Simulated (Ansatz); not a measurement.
zincblende-structured IrS

The computed numbers are results of PBE, scalar-relativistic (no spin polarisation) in the plane-wave PAW code Ansatz at 420 eV, 10×10×10 k-mesh, Gaussian smearing of 0.05 eV. The datasets are Ansatz's generated set soft_2.

```yaml
crystal:
  lattice:
    - [0.00000, 2.63649, 2.63649]
    - [2.63649, 0.00000, 2.63649]
    - [2.63649, 2.63649, 0.00000]
  atoms:
    - { symbol: Ir, position: [0.00000, 0.00000, 0.00000] }
    - { symbol: S, position: [0.25000, 0.25000, 0.25000] }
```

The start was a prototype's sites filled with these elements, not a measured cell.

The cell is relaxed to zero pressure at this level.

Path: Γ–X–U | K–Γ–L–W–X, with Γ = (0.000, 0.000, 0.000), X = (-0.500, -0.500, 0.000), U = (-0.375, -0.375, 0.250), K = (-0.375, 0.000, 0.375), L = (0.000, 0.000, 0.500), W = (-0.500, -0.250, 0.250) in reciprocal vectors of the calculation's cell.

Is it a metal or an insulator, and if it has a gap, where are the band edges on this path?

A metal: bands cross the Fermi level.

Levels between -5 and 3 eV from the Fermi level at the path's named points:
| point | below E_F (eV) | above E_F (eV) |
| --- | --- | --- |
| Γ | -2.93 -2.93 | 0.84 2.96 2.96 2.96 |
| X | -3.35 -2.41 -2.07 -1.22 -1.22 |  |
| U and K | -3.78 -2.63 -2.12 -0.65 -0.15 |  |
| L | -2.58 -2.58 -2.34 | 0.79 0.79 |
| W | -3.47 -3.16 -2.15 -1.02 | 0.34 |

With 23 valence electrons in the calculation's cell and no magnetic order, the bands, two electrons each, can't all be full or empty: band theory demands a metal. (Only strong correlation, outside this picture, could make a Mott insulator of it.)

Cost: 14 s on 2 threads of Arm Neoverse V2 (shared host), peak memory 0.32 GiB.

These numbers lack spin–orbit coupling. Spin polarisation wasn't tried.
